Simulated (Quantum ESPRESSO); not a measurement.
Kohn-Sham bands of HfO2 (P4₂/nmc)

```xyz
6
Lattice="3.5580 0.0000 0.0000 0.0000 3.5580 0.0000 0.0000 0.0000 5.1719" Properties=species:S:1:pos:R:3 pbc="T T T"
Hf     1.7790     1.7790     2.5859
Hf     0.0000     0.0000     0.0000
O      0.0000     1.7790    -1.5660
O      0.0000     1.7790     1.0199
O      1.7790     0.0000    -1.0199
O      1.7790     0.0000     1.5660
```

Structure: Materials Project mp-1018721, symmetrised, not relaxed again. Not found in the COD (Crystallography Open Database) copy used, which has the formula in other groups; not checked further. Level: PBEsol, no spin polarisation, no spin-orbit coupling; pw.x of Quantum ESPRESSO at 68 Ry with PseudoDojo potentials, 8×8×6 k-points, Wannier90. Density: 10×10×6 mesh, cold smearing 0.01 Ry. Spin-orbit coupling is left out although heavy elements are present.

Energies are relative to the valence-band maximum; weights are on the orthonormalised atomic waves of the pseudopotential files, averaged over the group. 48 electrons a cell are treated as valence.

Task: Into which isolated groups do the bands fall, where do they lie and what are they made of?

Result: 
```tsv
bands	from (eV)	to (eV)	filling	weight on atomic waves
1–2	-60.15	-60.14	filled	Hf 5s 97 %
3–8	-29.22	-28.71	filled	Hf 5p 96 %
9–12	-17.95	-15.28	filled	O 2s 79 %, Hf 5d 12 %, Hf 6s 5 %
13–24	-5.79	0.00	filled	O 2p 81 %, Hf 5d 14 %
```

The Kohn-Sham gap over both meshes and the path is 4.68 eV.
